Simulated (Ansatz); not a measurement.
## CsCd4As3: pressure and gap against volume

A database entry relaxed whole under r2SCAN (P4/mmm):

```
CELL_PARAMETERS angstrom
4.53392 0.00000 0.00000
0.00000 4.53392 0.00000
0.00000 0.00000 10.93078
ATOMIC_POSITIONS crystal
Cs 0.00000 0.00000 0.50000
Cd 0.00000 0.50000 0.16182
Cd 0.50000 0.00000 0.16182
Cd 0.00000 0.50000 0.83818
Cd 0.50000 0.00000 0.83818
As 0.50000 0.50000 0.29727
As 0.50000 0.50000 0.70273
As 0.00000 0.00000 0.00000
```

The cell was scaled uniformly, its shape held, and the atoms relaxed at each volume with plane-wave PAW DFT (Ansatz 0.2.0; r2SCAN, 500 eV, 6×6×4 Γ-centred mesh, fermi-dirac occupations of width 0.020 eV; no spin, no spin-orbit coupling). One row is withheld.

| volume (Å³/atom) | energy over the lowest (meV/atom) | pressure (GPa) | gap over mesh and path (eV) |
| --- | --- | --- | --- |
| 26.402 | 11.3 | 2.28 | 0.680 |
| 26.964 | 4.8 | 1.42 | 0.669 |
| 27.525 | 1.2 | 0.67 | 0.656 |
| 28.087 | 0.0 | 0.02 | 0.633 |
| 28.649 | 1.0 | -0.57 | 0.565 |
| 29.211 | ? | ? | ? |
| 29.772 | 8.5 | -1.54 | 0.427 |

Q: Fit the pressures of the other rows to the third-order Birch-Murnaghan form.

A: With f = [(V₀/V)^(2/3) − 1]/2 and P = 3B₀f(1 + 2f)^(5/2)[1 + 3(B₀′ − 4)f/2], least squares gives V₀ = 28.10 Å³ an atom, B₀ = 31 GPa and B₀′ = 5.2; the rows miss the fit by less than 0.01 GPa. The slope of the energies differs from these pressures by less than 0.05 GPa.

Q: How does the gap move with volume?

A: It runs from 0.68 eV at the smallest volume to 0.43 eV at the largest, not along one parabola, so no one slope is given.

Q: What does the withheld row hold?

A: The fit gives -1.08 GPa at 29.211 Å³; the run gave -1.08 GPa and 3.9 meV an atom. Its gap is 0.496 eV.

Caveats: the shape of the cell was held, so B₀ is an upper bound where the axes differ in stiffness; 0 K, fixed nuclei; the symmetry was kept, and this need not be the phase that is stable at 0 K; one mesh for all volumes; r2SCAN gaps lie as a rule under measured ones; no spin-orbit coupling, which narrows gaps of heavier elements; pressure is positive in compression.
